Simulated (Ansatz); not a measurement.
Data:

Zr:
```cif
data_Zr2
_chemical_formula_sum 'Zr2'
_space_group_name_H-M_alt 'P63/mmc'
_space_group_IT_number 194
_space_group_name_Hall '-P 6c 2c'
_cell_length_a 3.23193
_cell_length_b 3.23193
_cell_length_c 5.17148
_cell_angle_alpha 90.000
_cell_angle_beta 90.000
_cell_angle_gamma 120.000
loop_
_atom_site_label
_atom_site_type_symbol
_atom_site_symmetry_multiplicity
_atom_site_Wyckoff_symbol
_atom_site_fract_x
_atom_site_fract_y
_atom_site_fract_z
_atom_site_occupancy
Zr1 Zr 2 c 0.33333 0.66667 0.25000 1
```

This is the PBE-relaxed structure.

**Question.** All from PBE (plane waves, PAW; program Ansatz), unless another level is named. Give the density of states at the Fermi level.

**Answer.** 0.89 states/eV per atom (mean over ±0.08 eV).

**Question.** Next, the gap with spin–orbit coupling?

**Answer.** none (metallic).

Space group P6_3/mmc (hcp (Mg type)). The PBE relaxation kept the symmetry of its start. The run is not spin-polarised. Spin–orbit coupling is left out wherever it is not named.

Potentials: the earlier of the program's two PAW sets.
